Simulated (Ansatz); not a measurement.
Each is relaxed and computed with DFT-r²SCAN in the program Ansatz with PAW potentials. Which is the only metal?
(A) SiO2, Ima2 (Si on 8c, O on 8c, O on 4a, O on 4b)
(B) SiSnO3, P4mm (Si on 1b, Sn on 1a, O on 1b, O on 2c)
(C) Co2Si, Pnma (Co on 4c, Co on 4c, Si on 4c)
(D) SiN2, Pa-3 (Si on 4a, N on 8c)

C, Co2Si, Pnma (Co on 4c, Co on 4c, Si on 4c). Co2Si: metal; SiSnO3: gap 1.32 eV (indirect); SiO2: gap 6.46 eV (indirect); SiN2: gap 5.75 eV (indirect). Spin orders computed, not proven ground states: Co2Si, Pnma (Co on 4c, Co on 4c, Si on 4c) ferromagnetic. Constructed cells (a structure type filled with these elements, in neither database checked): SiSnO3, P4mm (Si on 1b, Sn on 1a, O on 1b, O on 2c). Typed or built starts, not in the databases checked: SiN2, Pa-3 (Si on 4a, N on 8c). Not the usual ambient phase: SiO2, Ima2 (Si on 8c, O on 8c, O on 4a, O on 4b). All cells were relaxed under the symmetry of their starts (and spin orders); stability against distortions was not tested throughout. Spin–orbit coupling is left out wherever it is not named.

Potentials: the earlier of the program's two PAW sets. The files were generated under PBE; for other functionals the program regenerates the frozen cores, and for LDA and PBEsol the local potential too.
